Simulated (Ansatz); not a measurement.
# Profile along the Ge–Ge line in ZrGeSe (space group P4/nmm)

ZrGeSe (space group P4/nmm)

```cif
data_Ge2Se2Zr2
_chemical_formula_sum 'Zr2 Ge2 Se2'
_space_group_name_H-M_alt 'P4/nmm :1'
_space_group_IT_number 129
_space_group_name_Hall 'P 4ab 2ab -1ab'
_cell_length_a 3.65561
_cell_length_b 3.65561
_cell_length_c 8.19539
_cell_angle_alpha 90.000
_cell_angle_beta 90.000
_cell_angle_gamma 90.000
loop_
_space_group_symop_operation_xyz
  'x, y, z'
  '-y+1/2, x+1/2, z'
  '-x, -y, z'
  'y+1/2, -x+1/2, z'
  'x+1/2, -y+1/2, -z'
  '-y, -x, -z'
  '-x+1/2, y+1/2, -z'
  'y, x, -z'
  '-x+1/2, -y+1/2, -z'
  'y, -x, -z'
  'x+1/2, y+1/2, -z'
  '-y, x, -z'
  '-x, y, z'
  'y+1/2, x+1/2, z'
  'x, -y, z'
  '-y+1/2, -x+1/2, z'
loop_
_atom_site_label
_atom_site_type_symbol
_atom_site_symmetry_multiplicity
_atom_site_Wyckoff_symbol
_atom_site_fract_x
_atom_site_fract_y
_atom_site_fract_z
_atom_site_occupancy
Zr1 Zr 2 c 0.50000 0.00000 0.26332 1
Ge1 Ge 2 a 0.00000 0.00000 0.00000 1
Se1 Se 2 c 0.00000 0.50000 0.38003 1
```

Fields along a shortest Ge–Ge line of a (001) plane (2.58 Å), from Ge to Ge, interpolated on the slice's grid (step about 0.2 Å). Calculation: LDA (plane waves to 420 eV, PAW, scalar-relativistic; Ansatz, a quantum-chemistry and plane-wave program). k mesh 13×13×6. Inside the PAW spheres the values are not all-electron values, and peaks at nuclei hang on which shells count as valence. ZrGeSe is run without spin polarisation. ZrGeSe was relaxed with its symmetry unable to fall.

```json
[
 {"distance from Ge (Å)": "0.00", "valence electron density (e/Å³)": "56.86", "electron localisation function": "x"},
 {"distance from Ge (Å)": "0.26", "valence electron density (e/Å³)": "26.40", "electron localisation function": "x"},
 {"distance from Ge (Å)": "0.52", "valence electron density (e/Å³)": "3.98", "electron localisation function": "0.13"},
 {"distance from Ge (Å)": "0.77", "valence electron density (e/Å³)": "0.85", "electron localisation function": "0.36"},
 {"distance from Ge (Å)": "1.03", "valence electron density (e/Å³)": "0.43", "electron localisation function": "0.44"},
 {"distance from Ge (Å)": "1.29", "valence electron density (e/Å³)": "0.36", "electron localisation function": "0.53"},
 {"distance from Ge (Å)": "1.55", "valence electron density (e/Å³)": "0.44", "electron localisation function": "0.44"},
 {"distance from Ge (Å)": "1.81", "valence electron density (e/Å³)": "0.85", "electron localisation function": "0.36"},
 {"distance from Ge (Å)": "2.06", "valence electron density (e/Å³)": "3.97", "electron localisation function": "0.13"},
 {"distance from Ge (Å)": "2.32", "valence electron density (e/Å³)": "26.26", "electron localisation function": "x"},
 {"distance from Ge (Å)": "2.58", "valence electron density (e/Å³)": "56.39", "electron localisation function": "x"}
]
```

x: too close to a nucleus for the ELF to mean much.

Density on the Ge–Ge line (2.58 Å) at its midpoint: 0.36 e/Å³. ELF at that point: 0.53. ELF maximum in the middle third of the Ge–Ge line: 0.53, 1.3 Å from Ge.
